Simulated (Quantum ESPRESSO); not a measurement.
# Ti3Ag2ZnPd2: finding a planted mistake in a log

Simulated, not a measurement. The program is pw.x of Quantum ESPRESSO 7.5 (plane-wave density functional theory). The cell is made up: eight metal atoms on a hexagonal close-packed lattice, with elements, volume, strain and displacements drawn at random and not relaxed, so it may be unstable or far from any real phase. PseudoDojo standard norm-conserving files set the functional (PBE unless stated); there is no spin polarisation or spin-orbit coupling, the Fermi-Dirac width of 0.25 eV means electrons at about 2900 K, and the masses in the input are unused placeholders. A spin test at this wide smearing found no moment, but such smearing suppresses magnetism that the real alloy may have.

Intended input:

```
&control calculation='scf', pseudo_dir='./dojo.nc.sr.pbe.v0_5.standard.upf', outdir='./o', disk_io='minimal', tprnfor=.true., tstress=.true. /
&system ibrav=0, nat=8, ntyp=4, nbnd=79, ecutwfc=84.00895049, nosym=.true., tot_charge=0,
 occupations='smearing', smearing='fd', degauss=0.0183746611
/
&electrons conv_thr=1.470e-08, electron_maxstep=70, mixing_beta=0.5 /
ATOMIC_SPECIES
Ag 1.0 Ag.upf
Pd 1.0 Pd.upf
Ti 1.0 Ti.upf
Zn 1.0 Zn.upf
CELL_PARAMETERS angstrom
2.877 0.0528 4.5568
2.9152 0.0101 -4.5812
-2.8416 4.8613 0.0358
ATOMIC_POSITIONS angstrom
Ti 0.0119 0.0582 0.0654
Ag -1.4709 2.4087 0.0997
Zn 2.9253 1.6153 -2.1753
Pd 1.4164 4.1452 -2.227
Ti 2.9264 0.0263 0.0526
Ag 1.4223 2.4872 -0.0709
Pd 2.8519 1.8043 2.243
Ti 1.4732 4.1338 2.4125
K_POINTS automatic
5 5 5 1 1 1
```

The log is shortened where brackets say so; the opening notice, blank lines, dates and the lines on written files are dropped, and the path of the files is cut. It prints rydbergs, bohrs and kilobars, and counts compression as positive stress. Its total energy is the free energy E - TS of the whole cell.

Log of the intended run:

```
     Program PWSCF v.7.5
     Parallel version (MPI & OpenMP), running on       4 processor cores
     Number of MPI processes:                 4
     Threads/MPI process:                     1
     [start-up lines left out]
     bravais-lattice index     =            0
     lattice parameter (alat)  =      10.1843  a.u.
     unit-cell volume          =     873.6635 (a.u.)^3
     number of atoms/cell      =            8
     number of atomic types    =            4
     number of electrons       =       130.00
     number of Kohn-Sham states=           79
     kinetic-energy cutoff     =      84.0090  Ry
     charge density cutoff     =     336.0358  Ry
     scf convergence threshold =      1.5E-08
     mixing beta               =       0.5000
     number of iterations used =            8  plain     mixing
     Exchange-correlation= PBE
                           (   1   4   3   4   0   0   0)
     [axes and pseudopotential details left out]
   Cartesian axes
     site n.     atom                  positions (alat units)
         1        Ti     tau(   1) = (   0.0022081   0.0107992   0.0121352  )
         2        Ag     tau(   2) = (  -0.2729307   0.4469428   0.0184997  )
         3        Zn     tau(   3) = (   0.5427997   0.2997246  -0.4036346  )
         4        Pd     tau(   4) = (   0.2628180   0.7691565  -0.4132277  )
         5        Ti     tau(   5) = (   0.5430039   0.0048801   0.0097601  )
         6        Ag     tau(   6) = (   0.2639128   0.4615087  -0.0131557  )
         7        Pd     tau(   7) = (   0.5291801   0.3347942   0.4161966  )
         8        Ti     tau(   8) = (   0.2733575   0.7670412   0.4476479  )
     number of k points=    63  Fermi-Dirac smearing, width (Ry)=  0.0184
                       cart. coord. in units 2pi/alat
        k(    1) = (   0.1837164   0.2182514  -0.0002518), wk =   0.0320000
        k(    2) = (   0.1813193   0.4385797  -0.0012914), wk =   0.0320000
     [further k points left out]
     Dense  grid:    90837 G-vectors     FFT dimensions: (  60,  60,  64)
     Estimated max dynamical RAM per process >     381.64 MB
     Estimated total dynamical RAM >       1.43 GB
     Initial potential from superposition of free atoms
     starting charge     129.9938, renormalised to     130.0000
     Starting wfcs are   78 randomized atomic wfcs +    1 random wfcs
     total cpu time spent up to now is        6.5 secs
     per-process dynamical memory:   315.9 Mb
     Self-consistent Calculation
     iteration #  1     ecut=    84.01 Ry     beta= 0.50
     Davidson diagonalization with overlap
     ethr =  1.00E-02,  avg # of iterations =  3.0
     total cpu time spent up to now is       22.7 secs
     total energy              =   -1921.44046750 Ry
     estimated scf accuracy    <      22.86512138 Ry
     iteration #  2     ecut=    84.01 Ry     beta= 0.50
     Davidson diagonalization with overlap
     ethr =  1.00E-02,  avg # of iterations =  3.3
     total cpu time spent up to now is       44.3 secs
     total energy              =   -1935.91750006 Ry
     estimated scf accuracy    <      50.50039785 Ry
     [iterations 3 to 16 left out]
     iteration # 17     ecut=    84.01 Ry     beta= 0.50
     Davidson diagonalization with overlap
     ethr =  1.57E-10,  avg # of iterations =  2.0
     total cpu time spent up to now is      251.1 secs
     total energy              =   -1936.37529917 Ry
     estimated scf accuracy    <       0.00000006 Ry
     iteration # 18     ecut=    84.01 Ry     beta= 0.50
     Davidson diagonalization with overlap
     ethr =  4.86E-11,  avg # of iterations =  1.2
     total cpu time spent up to now is      262.8 secs
     End of self-consistent calculation
     [lines on levels left out]
!    total energy              =   -1936.37529916 Ry
     estimated scf accuracy    <       0.00000001 Ry
     smearing contrib. (-TS)   =      -0.12662153 Ry
     internal energy E=F+TS    =   -1936.24867764 Ry
     The total energy is F=E-TS. E is the sum of the following terms:
     one-electron contribution =    -859.23201186 Ry
     hartree contribution      =     492.47961945 Ry
     xc contribution           =    -274.62407757 Ry
     ewald contribution        =   -1294.87220765 Ry
     convergence has been achieved in  18 iterations
     Forces acting on atoms (cartesian axes, Ry/au):
     atom    1 type  3   force =    -0.00309452   -0.00677367   -0.01186236
     atom    2 type  1   force =     0.01240048    0.00635969   -0.00450446
     atom    3 type  4   force =    -0.00217449    0.01370648   -0.01345883
     atom    4 type  2   force =     0.02092464    0.01715701   -0.00842592
     atom    5 type  3   force =    -0.01126685    0.00205667    0.01783536
     atom    6 type  1   force =     0.00636264   -0.00723933    0.01929346
     atom    7 type  2   force =    -0.01562029   -0.03148816    0.01464073
     atom    8 type  3   force =    -0.00753162    0.00622131   -0.01351798
     Total force =     0.065039     Total SCF correction =     0.000281
     Computing stress (Cartesian axis) and pressure
          total   stress  (Ry/bohr**3)                   (kbar)     P=       25.06
   0.00001367  -0.00002939  -0.00000997            2.01       -4.32       -1.47
  -0.00002939   0.00025222  -0.00006608           -4.32       37.10       -9.72
  -0.00000997  -0.00006608   0.00024526           -1.47       -9.72       36.08
     init_run     :      6.09s CPU      6.40s WALL (       1 calls)
     electrons    :    249.77s CPU    256.30s WALL (       1 calls)
     forces       :      1.87s CPU      1.88s WALL (       1 calls)
     stress       :      6.44s CPU      6.45s WALL (       1 calls)
     [timing details left out]
     PWSCF        :   4m24.29s CPU   4m31.21s WALL
     JOB DONE.
```

A second run was made from an input with one planted mistake. Its log:

```
     Program PWSCF v.7.5
     Parallel version (MPI & OpenMP), running on       4 processor cores
     Number of MPI processes:                 4
     Threads/MPI process:                     1
     [start-up lines left out]
     bravais-lattice index     =            0
     lattice parameter (alat)  =      10.1843  a.u.
     unit-cell volume          =     873.6635 (a.u.)^3
     number of atoms/cell      =            8
     number of atomic types    =            5
     number of electrons       =       121.00
     number of Kohn-Sham states=           75
     kinetic-energy cutoff     =      84.0090  Ry
     charge density cutoff     =     336.0358  Ry
     scf convergence threshold =      1.5E-08
     mixing beta               =       0.5000
     number of iterations used =            8  plain     mixing
     Exchange-correlation= PBE
                           (   1   4   3   4   0   0   0)
     [axes and pseudopotential details left out]
   Cartesian axes
     site n.     atom                  positions (alat units)
         1        Ti     tau(   1) = (   0.0022081   0.0107992   0.0121352  )
         2        Ag     tau(   2) = (  -0.2729307   0.4469428   0.0184997  )
         3        Zn     tau(   3) = (   0.5427997   0.2997246  -0.4036346  )
         4        Pd     tau(   4) = (   0.2628180   0.7691565  -0.4132277  )
         5        Al     tau(   5) = (   0.5430039   0.0048801   0.0097601  )
         6        Ag     tau(   6) = (   0.2639128   0.4615087  -0.0131557  )
         7        Pd     tau(   7) = (   0.5291801   0.3347942   0.4161966  )
         8        Ti     tau(   8) = (   0.2733575   0.7670412   0.4476479  )
     number of k points=    63  Fermi-Dirac smearing, width (Ry)=  0.0184
                       cart. coord. in units 2pi/alat
        k(    1) = (   0.1837164   0.2182514  -0.0002518), wk =   0.0320000
        k(    2) = (   0.1813193   0.4385797  -0.0012914), wk =   0.0320000
     [further k points left out]
     Dense  grid:    90837 G-vectors     FFT dimensions: (  60,  60,  64)
     Estimated max dynamical RAM per process >     371.20 MB
     Estimated total dynamical RAM >       1.39 GB
     Initial potential from superposition of free atoms
     starting charge     120.9930, renormalised to     121.0000
     Starting wfcs are   72 randomized atomic wfcs +    3 random wfcs
     total cpu time spent up to now is        5.6 secs
     per-process dynamical memory:   306.0 Mb
     Self-consistent Calculation
     iteration #  1     ecut=    84.01 Ry     beta= 0.50
     Davidson diagonalization with overlap
     ethr =  1.00E-02,  avg # of iterations =  3.0
     total cpu time spent up to now is       20.7 secs
     total energy              =   -1810.50548272 Ry
     estimated scf accuracy    <      18.22864402 Ry
     iteration #  2     ecut=    84.01 Ry     beta= 0.50
     Davidson diagonalization with overlap
     ethr =  1.00E-02,  avg # of iterations =  3.0
     total cpu time spent up to now is       39.0 secs
     total energy              =   -1822.28050713 Ry
     estimated scf accuracy    <      37.25940885 Ry
     [iterations 3 to 15 left out]
     iteration # 16     ecut=    84.01 Ry     beta= 0.50
     Davidson diagonalization with overlap
     ethr =  5.24E-11,  avg # of iterations =  2.0
     total cpu time spent up to now is      222.8 secs
     total energy              =   -1822.34449452 Ry
     estimated scf accuracy    <       0.00000002 Ry
     iteration # 17     ecut=    84.01 Ry     beta= 0.50
     Davidson diagonalization with overlap
     ethr =  2.03E-11,  avg # of iterations =  1.1
     total cpu time spent up to now is      233.6 secs
     End of self-consistent calculation
     [lines on levels left out]
!    total energy              =   -1822.34449452 Ry
     estimated scf accuracy    <          3.9E-09 Ry
     smearing contrib. (-TS)   =      -0.09843071 Ry
     internal energy E=F+TS    =   -1822.24606381 Ry
     The total energy is F=E-TS. E is the sum of the following terms:
     one-electron contribution =    -914.21950416 Ry
     hartree contribution      =     513.26017677 Ry
     xc contribution           =    -259.31282340 Ry
     ewald contribution        =   -1161.97391303 Ry
     convergence has been achieved in  17 iterations
     Forces acting on atoms (cartesian axes, Ry/au):
     atom    1 type  4   force =     0.00066236   -0.00866100   -0.01068183
     atom    2 type  1   force =     0.01430678    0.00295021   -0.00542124
     atom    3 type  5   force =     0.00023488    0.01104767   -0.00786664
     atom    4 type  3   force =     0.01898394    0.02451930   -0.00417156
     atom    5 type  2   force =    -0.01197349   -0.00039168    0.01443253
     atom    6 type  1   force =     0.00138435   -0.00148193    0.01814755
     atom    7 type  3   force =    -0.01898836   -0.03413024    0.00668609
     atom    8 type  4   force =    -0.00461047    0.00614767   -0.01112490
     Total force =     0.063510     Total SCF correction =     0.000157
     Computing stress (Cartesian axis) and pressure
          total   stress  (Ry/bohr**3)                   (kbar)     P=        6.63
  -0.00010801   0.00001156   0.00006648          -15.89        1.70        9.78
   0.00001156   0.00012872  -0.00008998            1.70       18.94      -13.24
   0.00006648  -0.00008998   0.00011458            9.78      -13.24       16.85
     init_run     :      4.94s CPU      5.17s WALL (       1 calls)
     electrons    :    220.23s CPU    227.95s WALL (       1 calls)
     forces       :      1.92s CPU      1.94s WALL (       1 calls)
     stress       :      6.13s CPU      6.15s WALL (       1 calls)
     [timing details left out]
     PWSCF        :   3m53.69s CPU   4m 1.73s WALL
     JOB DONE.
```

Question: the log repeats what the program read. Compare it with the intended run: what was wrong in the second input?

Answer: one atom is of a wrong element. The input lines that differ:

```
- &system ibrav=0, nat=8, ntyp=4, nbnd=79, ecutwfc=84.00895049, nosym=.true., tot_charge=0,
+ &system ibrav=0, nat=8, ntyp=5, nbnd=75, ecutwfc=84.00895049, nosym=.true., tot_charge=0,
+ Al 1.0 Al.upf
- Ti 2.9264 0.0263 0.0526
+ Al 2.9264 0.0263 0.0526
```

```
                                            intended run  run with the mistake
                          free energy (eV)    -26345.728            -24794.260
         entropy term -TS, part of it (eV)        -1.723                -1.339
                            pressure (GPa)          2.51                  0.66
size of the largest force component (eV/Å)         0.810                 0.878
largest change of a force component (eV/Å)                               0.205
                                iterations            18                    17
```

For scale, a rerun of the intended cell at a higher cutoff and on a denser mesh moved values by no more than 0.004 eV in energy, 0.03 GPa in stress and 0.003 eV/Å in force, and a second program with other atomic files agreed on that cell to 2 % rms in force and 0.5 GPa in pressure. Files of another functional or element have another zero of energy, so the energy change says nothing on stability. The number of bands, nbnd, was set by rule from the electron count, so it follows the mistake.